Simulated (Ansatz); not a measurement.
Si₂Mo (MoSi2 or CaC2 type, space group No. 139) under volume change, LDA in the plane-wave PAW code Ansatz, shape and atoms relaxed at each volume.

| V (Å³/atom) | E − E(relaxed) (meV/atom) | P (GPa) |
|---|---|---|
| 11.884 | 87.8 | 26.04 |
| 12.276 | 36.9 | 15.93 |
| 12.668 | 8.7 | 7.32 |
| 13.060 | 0.0 | 0.00 |
| 13.452 | 7.8 | -6.23 |
| 13.843 | 29.7 | -11.51 |
| 14.235 | 63.5 | -15.99 |

### Question
What does a third-order Birch–Murnaghan fit give for V₀, B₀ and B′?

### Answer
V₀ = 13.06 Å³/atom, B₀ = 224 GPa, B′ = 4.4.

Space group I4/mmm (MoSi2 or CaC2 type). The LDA relaxation kept the symmetry of its start; of distortions, only those at the zone centre were tested. No spin polarisation was allowed.

Potentials: the later of the program's two PAW sets.
